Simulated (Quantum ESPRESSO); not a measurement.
**Kohn-Sham bands of AlN (zinc blende)**

```
CELL_PARAMETERS angstrom
      0.00000     2.18399     2.18399
      2.18399     0.00000     2.18399
      2.18399     2.18399     0.00000
ATOMIC_POSITIONS crystal
  Al 0.00000 0.00000 0.00000
  N  0.25000 0.25000 0.25000
```

Materials Project entry mp-1700; symmetrised, unrelaxed at this level. Not found in the COD (Crystallography Open Database) copy used, which has the formula in other groups; not checked further. Level: PBEsol, no spin polarisation, no spin-orbit coupling; pw.x of Quantum ESPRESSO at 68 Ry with PseudoDojo potentials, 12×12×12 k-points, Wannier90. Density: 12×12×12 mesh, cold smearing 0.01 Ry.

Question: List the Kohn-Sham levels between −8 and 6.2 eV relative to the valence-band maximum at the high-symmetry points, as a band run of pw.x on that density gives them (levels within 2 meV counted together).

Answer: 
```csv
point,k (reciprocal lattice),levels (eV)
Γ,0.000 0.000 0.000,"0.00 (×3), 4.12"
X,-0.500 -0.500 0.000,"-4.95, -1.80 (×2), 3.19"
U,-0.375 -0.375 0.250,"-4.29, -3.69, -1.39, 5.05"
K,-0.375 0.000 0.375,"-4.29, -3.69, -1.39, 5.05"
L,0.000 0.000 0.500,"-5.92, -0.48 (×2)"
W,-0.500 -0.250 0.250,"-3.81, -3.49, -2.75, 5.95"
```
